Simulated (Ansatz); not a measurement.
# Zincblende alloy of InAs and InSb (20 of 32 As sites exchanged), 64 atoms

Ansatz, PAW, plane waves. PBEsol relaxation of volume and atoms (shape held) at the single k point (¼, ¼, ¼) without its symmetry partners; single points on the relaxed atoms at the single k point (¼, ¼, ¼) without its symmetry partners, onto which points of the small cell's zone fold. Arrangement: unlike neighbours preferred. No spin–orbit coupling unless named.

Relaxed structure:

```
In As Sb
1.0
    12.71216    0.00000    0.00000
     0.00000   12.71216    0.00000
     0.00000    0.00000   12.71216
In As Sb
32 12 20
Direct
  0.00634 0.00617 0.00417
  0.99019 0.99875 0.50013
  0.00116 0.50936 0.99926
  0.99371 0.49362 0.50513
  0.50106 0.00925 0.99928
  0.49373 0.99358 0.50518
  0.50622 0.50599 0.00417
  0.49020 0.49854 0.50011
  0.24882 0.23994 0.00009
  0.25610 0.25628 0.50406
  0.24356 0.74361 0.00512
  0.25951 0.75089 0.49920
  0.74355 0.24365 0.00518
  0.75950 0.25098 0.49920
  0.74886 0.73999 0.00010
  0.75606 0.75611 0.50416
  0.24381 0.00571 0.24508
  0.25950 0.99923 0.75040
  0.24923 0.50963 0.25047
  0.25570 0.49380 0.74507
  0.74933 0.00952 0.25048
  0.75580 0.99380 0.74508
  0.74375 0.50585 0.24501
  0.75958 0.49935 0.75048
  0.00077 0.24074 0.25094
  0.99426 0.25630 0.74546
  0.00622 0.74454 0.24545
  0.99063 0.75092 0.75096
  0.50616 0.24433 0.24538
  0.49069 0.25075 0.75104
  0.50085 0.74069 0.25103
  0.49434 0.75632 0.74552
  0.12438 0.12609 0.12529
  0.12458 0.62340 0.12529
  0.62460 0.12324 0.12526
  0.62434 0.62606 0.12518
  0.37601 0.37434 0.62526
  0.37329 0.87464 0.62519
  0.87329 0.37462 0.62519
  0.87598 0.87437 0.62519
  0.37473 0.12498 0.87519
  0.37516 0.62458 0.37522
  0.87522 0.12459 0.37523
  0.87477 0.62507 0.87522
  0.12520 0.12524 0.62475
  0.12489 0.62504 0.62480
  0.62494 0.12509 0.62479
  0.62510 0.62522 0.62479
  0.37513 0.37519 0.12475
  0.37503 0.87477 0.12480
  0.87504 0.37492 0.12473
  0.87519 0.87524 0.12466
  0.37519 0.12448 0.37480
  0.37455 0.62514 0.87480
  0.87453 0.12519 0.87479
  0.87521 0.62452 0.37469
  0.12476 0.37555 0.37494
  0.12546 0.37453 0.87527
  0.12480 0.87535 0.37522
  0.12547 0.87479 0.87497
  0.62468 0.37529 0.37514
  0.62559 0.37478 0.87496
  0.62487 0.87550 0.37497
  0.62545 0.87458 0.87528
```

(1) What are the mean bond lengths by pair (pairs within 1.2 times the sum of covalent radii, less contacts 15 % beyond the pair's median; cation–cation pairs of compounds aside; long ionic contacts are cut short by that bound)?

(2) What gap lies between the top filled and the lowest empty level in the single points?

Answers

(1) As–In 2.666 ± 0.021 Å (standard deviation, 48 bonds); In–Sb 2.807 ± 0.017 Å (standard deviation, 80 bonds).

(2) r²SCAN 1.04 eV (6.2 s on NVIDIA GB200). Away from Γ this isn't the crystal's band gap.
